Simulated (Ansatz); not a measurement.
TaC:
```cif
data_CTa
_chemical_formula_sum 'Ta1 C1'
_space_group_name_H-M_alt 'P-6m2'
_space_group_IT_number 187
_space_group_name_Hall 'P -6 2'
_cell_length_a 3.02219
_cell_length_b 3.02219
_cell_length_c 2.85974
_cell_angle_alpha 90.000
_cell_angle_beta 90.000
_cell_angle_gamma 120.000
loop_
_atom_site_label
_atom_site_type_symbol
_atom_site_symmetry_multiplicity
_atom_site_Wyckoff_symbol
_atom_site_fract_x
_atom_site_fract_y
_atom_site_fract_z
_atom_site_occupancy
Ta1 Ta 1 a 0.00000 0.00000 0.00000 1
C1 C 1 d 0.33333 0.66667 0.50000 1
```

Relaxed at zero pressure with plane-wave PAW PBEsol (Ansatz code).

Q: The volume is raised by 3 % and shape and atoms relax at that volume. What pressure results, and how do the axes share the change?

A: -8.5 GPa; a 1.1 %, b 1.1 %, c 0.7 %; the energy rises by 9 meV/atom.

Q: Give the new structure.

A: 
Space group P-6m2 (No. 187); a = b = 3.056 Å, c = 2.881 Å, α = β = 90.00°, γ = 120.00°

```
atom  site  symmetry       x       y       z
----  ----  --------  ------  ------  ------
Ta      1a      -6m2  0.0000  0.0000  0.0000
C       1d      -6m2  0.3333  0.6667  0.5000
```

The phase is kept; no other phase was compared at this pressure.

The start of the workflow was typed in or built on a structure type; the Crystallography Open Database copy checked does not list it. It is not the phase usual at ambient conditions (space group No. 225). The PBEsol relaxation kept the symmetry of its start; of distortions, only those at the zone centre were tested. No spin polarisation was allowed. Scalar-relativistic: spin–orbit coupling is off unless named, which matters more the heavier the elements.

Potentials: the earlier of the program's two PAW sets.
